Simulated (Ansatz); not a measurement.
A generator proposed this cell of Al₂GaP₃.

```
Al Ga P
1.0
    -1.86388    1.86388    7.90778
     1.86388   -1.86388    7.90778
     1.86388    1.86388   -7.90778
Al Ga P
2 1 3
Direct
  0.66667 0.66667 0.00000
  0.33333 0.33333 0.00000
  0.00000 0.00000 0.00000
  0.41667 0.91667 0.50000
  0.08333 0.58333 0.50000
  0.75000 0.25000 0.50000
```

Theory: Ansatz, DFT PBE, scalar-relativistic, plane waves, PAW. Settings: cutoff 420 eV, Γ-centred mesh 6×6×6 on the computed 6-atom cell, Gaussian smearing of 0.10 eV; no spin polarisation.

Formation energies are uncorrected and refer to the elements' standard structures at the same level. The references include black phosphorus.

Question: Estimate its pressure, forces and energy as it stands.

Answer: The pressure is 14.0 GPa (the mean over three directions, positive in compression), the largest force is 0.04 eV/Å, and the energy is −0.46 eV/atom against the elements. The shortest distance is 2.28 Å.

Question: How much does it gain on relaxing, and where does it end?

Answer: Relaxing gains about 0.10 eV/atom in 8 ionic steps and ends at −0.564 eV/atom on the finer mesh. The symmetry stays I-4m2 (No. 119). The volume per atom grows by 14.0 %, from 18.3 to 20.9 Å³. The shortest distance goes from 2.28 Å (Al–P and Ga–P) to 2.38 Å (Al–P). Conventional cell: a = 3.895 Å, c = 16.514 Å. Al has 4 P at 2.38 Å; Ga has 4 P at 2.39 Å; P on a site of symmetry 2mm has 2 Al at 2.38 Å and 2 Ga at 2.39 Å; 1 more site not described.

The last run used a 10×10×10 mesh for its 6-atom cell and Gaussian smearing of 0.02 eV. The reference form of P is held partly by dispersion forces, which this level lacks. The relaxation can't lower the symmetry of the start. A later test with randomly moved atoms came back to the same energy, though modes that don't fit the test's cell weren't probed.
